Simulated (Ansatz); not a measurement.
CdSe₂ in space group Pa-3 (No. 205; Cd on 4a, Se on 8c), plane-wave PAW r²SCAN (Ansatz code). The conduction-band minimum lies on the Γ–R line, 36 % of the way from Γ, with 8 equivalent valleys. Second derivatives d²E/dk² of the lowest band at one valley (eV·Å²), along Cartesian directions:

| direction | d²E/dk² |
|---|---|
| [100] | 17.01 |
| [010] | 17.01 |
| [001] | 17.01 |
| [110] | 16.48 |
| [101] | 16.48 |
| [011] | 16.48 |

Problem. Find the principal effective masses, the density-of-states mass and the conductivity mass.

Solution. Off-diagonal terms follow from H_xy = H[110] − (H_xx + H_yy)/2, and m*/mₑ = 7.620 eV·Å² over each eigenvalue: 0.43, 0.43, 0.48. One valley's DOS mass (m₁m₂m₃)^(1/3) = 0.45, conductivity mass 3/(Σ 1/mᵢ) = 0.45 mₑ.

Problem. What effective density of states Nc follows at 300 K for parabolic valleys?

Solution. Nc = 2.509e19 × 8 × (0.45)^(3/2) ≈ 6.1e19 cm⁻³.

The first step of the workflow began from a Materials Project structure, measured or hypothetical; the Crystallography Open Database copy checked does not list it. Whether it is the stable phase at ambient conditions was not checked. The r²SCAN relaxation kept the symmetry of its start; its stability against distortions is not shown here. Spin–orbit coupling is left out wherever it is not named.

Potentials: the later of the program's two PAW sets.

Edges and masses are those of Kohn–Sham bands, whose gap is no quasiparticle gap.
